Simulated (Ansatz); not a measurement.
Total density of states per atom from the program Ansatz at the r²SCAN level (PAW), in 0.25 eV bins, energy from the Fermi level:

```
E (eV) | states/eV/atom
    -7.85 | ### 0.12
    -7.60 | #### 0.16
    -7.35 | ######### 0.33
    -7.10 | #################### 0.74
    -6.85 | ############################# 1.08
    -6.60 | ####################### 0.85
    -6.35 | ################### 0.72
    -6.10 | ################## 0.67
    -5.85 | ############## 0.53
    -5.60 | ################## 0.67
    -5.35 | #################### 0.75
    -5.10 | ################ 0.58
    -4.85 | ############## 0.53
    -4.60 | ################# 0.63
    -4.35 | ########## 0.36
    -4.10 | ######### 0.33
    -3.85 | ############ 0.46
    -3.60 | #################### 0.76
    -3.35 | ############################## 1.12
    -3.10 | ######################## 0.89
    -2.85 | ##################### 0.78
    -2.60 | ################## 0.68
    -2.35 | ###### 0.22
    -2.10 | # 0.04
    -1.85 | ### 0.10
    -1.60 | ########## 0.38
    -1.35 | ############# 0.50
    -1.10 | ################# 0.65
    -0.85 | ####################### 0.86
    -0.60 | ########## 0.37
    -0.35 | ############ 0.44
    -0.10 | #################### 0.75
     0.15 | ############ 0.44
     0.40 | ####### 0.24
     0.65 | # 0.02
     0.90 |  0.00
     1.15 |  0.00
     1.40 |  0.00
     1.65 |  0.00
     1.90 |  0.00
     2.15 |  0.00
     2.40 | ## 0.07
     2.65 | ########### 0.42
     2.90 | ################# 0.62
     3.15 | ############# 0.48
     3.40 | ######### 0.33
     3.65 | ######### 0.34
     3.90 | ####### 0.26
     4.15 | ###### 0.21
     4.40 | ###### 0.21
     4.65 | #### 0.14
```

### Question
Which of these materials gives this?
A. CaCl2, Pnnm (Ca on 2a, Cl on 4g)
B. CaIrO3, Cmcm (Ca on 4c, Ir on 4a, O on 4c, O on 8f)
C. MgO, rock salt
D. HfO2, P2_1/c (Hf on 4e, O on 4e, O on 4e)

### Answer
B, CaIrO3, Cmcm (Ca on 4c, Ir on 4a, O on 4c, O on 8f). Within 0.5 eV of the Fermi level: Ir 5d 56 %, O 2p 41 %. Projections are on Löwdin-orthogonalised atomic valence shells; empty p or d shells of many metals are not among them.

The workflow started from an entry of the Crystallography Open Database (COD, 298 K). Its standing as an ambient phase is unchecked. The cell was relaxed with r²SCAN under the symmetry of its start; whether a distortion lowers the energy is not shown. No spin polarisation was allowed. Spin–orbit coupling is left out wherever it is not named.

Potentials: the later of the program's two PAW sets.
